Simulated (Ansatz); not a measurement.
**Moving the functional in Pt3Te4**

The cell as given:

Space group R-3m:H (No. 166). a = 3.988 Å, b = 3.988 Å, c = 35.390 Å, α = 90.00°, β = 90.00°, γ = 120.00°
| atom | site | symmetry | x | y | z |
| --- | --- | --- | --- | --- | --- |
| Pt | 6c | 3m | 0.0000 | 0.0000 | 0.8540 |
| Pt | 3a | -3m | 0.0000 | 0.0000 | 0.0000 |
| Te | 6c | 3m | 0.0000 | 0.0000 | 0.7050 |
| Te | 6c | 3m | 0.6667 | 0.3333 | 0.8903 |

Kept alike: task relaxation of cell and atoms; k mesh 8 × 8 × 8; occupations fermi-dirac, width 0.05 eV; no spin polarisation. Program: Ansatz, Ansatz PAW. Cutoffs run from 420 to 500 eV. The mesh is that of the run's cell of 7 atoms. No spin-orbit coupling.

| functional | volume (Å³/atom) |
| --- | --- |
| LDA | 22.670 |
| PBEsol | 23.158 |
| r2SCAN | 24.507 |

The relaxations keep at least the cell's symmetry (R-3m). For a metal such a mesh leaves the last digits unconverged. Relaxations stop with a little pressure left, so the last digits of a volume or edge aren't settled. All rows use potentials made for PBE.

Question: What does the functional change here?

Answer: The volume runs from 22.670 (LDA) to 24.507 Å³/atom (r2SCAN).
